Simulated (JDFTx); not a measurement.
System: Pb(110) (Fm-3m bulk; lattice of mp-20483, not re-optimised at this level), (1×1) cell of 5 atoms in 5 planes, area 17.60 Å² a face, 7.0 Å between the outermost planes in a cell 26.1 Å high; k mesh 4×6×1, Fermi width 0.01 Ha, no spin polarisation.

Adsorbate: OH on both faces at 1.00 monolayer, started ontop and relaxed in vacuum, keeping the symmetry of the start.

Computed with a modified build of JDFTx: RPBE, GBRV ultrasoft potentials made for PBE, plane waves to 20/100 Ha. The adsorption energy per OH is [E(slab + 2 OH) − E(slab)]/2 − (E(H2O) − ½ E(H2)), with the gas molecules relaxed at the same level and slab energies taken as (E + F)/2, the usual estimate of zero smearing. In reaction energies these potentials put H₂ about 0.03 eV too high against large-basis PBE. These are electronic energies without vibrational corrections. Both faces are alike, and the cell allows no reconstruction beyond its size.

Problem. Predict the adsorption energy and the geometry, and the change of the work function.

Solution. 0.51 eV. O sits 2.09 Å above the highest substrate atom, bound to 1 Pb at 2.15 Å; O–H is 0.98 Å. The work function goes from 3.55 to 5.44 eV.
